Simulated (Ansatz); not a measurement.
Consider a crystal of InRhC4N4 in space group P-43m (No. 215), with In on 1b; Rh on 1a; C on 4e; N on 4e. The guess for InRhC4N4 was made by a generator: two interpenetrating cyanide-bridged diamond nets.

Computed with Ansatz 0.2.0, DFT PBE, scalar-relativistic, plane waves, PAW. Cutoff 420 eV, Γ-centred mesh, Gaussian smearing, collinear spin.

Energies over the elements count from the elements' standard structures at the same level (N₂ as a molecule), with no fitted energy shifts.

Question: Give the relaxed lattice parameters and positions.

Answer:

Space group P-43m (No. 215). a = 6.061 Å, b = 6.061 Å, c = 6.061 Å, α = 90.00°, β = 90.00°, γ = 90.00°
```tsv
atom	site	symmetry	x	y	z
In	1b	-43m	0.5000	0.5000	0.5000
Rh	1a	-43m	0.0000	0.0000	0.0000
C	4e	.3m	0.1893	0.1893	0.1893
N	4e	.3m	0.3017	0.3017	0.3017
```

In has 4 N at 2.08 Å; Rh has 4 C at 1.99 Å; C has 1 N at 1.18 Å and 1 Rh at 1.99 Å; around N lie 1 C at 1.18 Å and 1 In at 2.08 Å. Another local minimum with the same sites may exist.

Question: And its energy and gap?

Answer: The formation energy is +0.53 eV/atom and the gap on the 6×6×6 mesh of the 10-atom cell is 0 eV (a metal). The net moment per atom is 0.20 μB and the moment by site is Rh 0.8 μB. It can't be a ground state, since the elements alone are lower.

The last run used collinear spin and Gaussian smearing of 0.10 eV. The reference form of C is held partly by dispersion forces, which this level lacks. The magnetic state reached may not be the lowest. Symmetry constrained the relaxation, so the result can be a saddle point. Site moments count only spheres around the atoms; the net moment includes the space between them.
